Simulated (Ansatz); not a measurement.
YGe₂ in space group Fddd (No. 70; Ge on 16f, Y on 8a), plane-wave PAW PBE (Ansatz code), all energies at zero smearing, with the estimated change up to a 700 eV cutoff added, with one set of potentials and settings (totals compare only within such a set). Cell of 6 atoms (4 Ge, 2 Y): -24880.077 eV.

```tsv
element	reference phase	E (eV/atom)
Ge	Fd-3m, 2 atoms in the cell	-4294.9847
Y	P6_3/mmc, 2 atoms in the cell	-3848.6668
```

Formation energy per atom, worked out: (-24880.077 − 4×(-4294.9847) − 2×(-3848.6668))/6 = -0.467 eV/atom (-45 kJ per mol of atoms), at 0 K, without zero-point energy or fitted corrections.

A made-up cell: these elements were put on the sites of a structure type; neither database checked (COD, Materials Project) lists it. Its standing as an ambient phase is unchecked. The cell was relaxed with PBE under the symmetry of its start; its stability against distortions is not shown here. The run is not spin-polarised. The references are the lowest solids computed at this level, not always the standard phases.

Potentials: the later of the program's two PAW sets.
